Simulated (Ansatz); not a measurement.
## Ti2O: strain energy, fitted

Ti2O, P-3m1, a = 2.953 Å, c = 4.724 Å. The structure is a COD entry; whether it is the stable form wasn't checked. Ansatz: PBEsol, PAW, 420 eV, Γ-centred 24×24×12 mesh on 3 atoms, Gaussian smearing 0.10 eV; no spin polarisation. Series: uniaxial strain along c, with a, b and atoms relaxed; x is the strain in per cent. y is the free energy over the unstrained cell, V0 = 11.891 Å³/atom.

```
x (%) y (meV/atom)
 -2.0             ?
 -1.0          1.10
  0.0          0.00
  1.0          1.06
  2.0          4.22
```

**Question.** Fit y = c2 x² + c3 x³ to the other rows, turn c2 into a modulus, and predict the missing energy.

**Answer.** Least squares on the rows shown. y = 1.083 x² − 0.01415 x³. In eV per unit strain² c2 is 10.83; this is Young's modulus along the axis (E = ½ Y V0 ε²): 2 × 10.83 × 160.2 / (11.891) = 292 GPa. At x = -2.0 the fit asked for gives 4.45 meV/atom. The run gave 4.43 meV/atom, so the fit is 0.02 meV/atom too high, a small miss on the scale of the series. The form still works here, 33 % of the fitted range beyond its end.

Spin polarisation was left out, and a magnetic state may lie lower.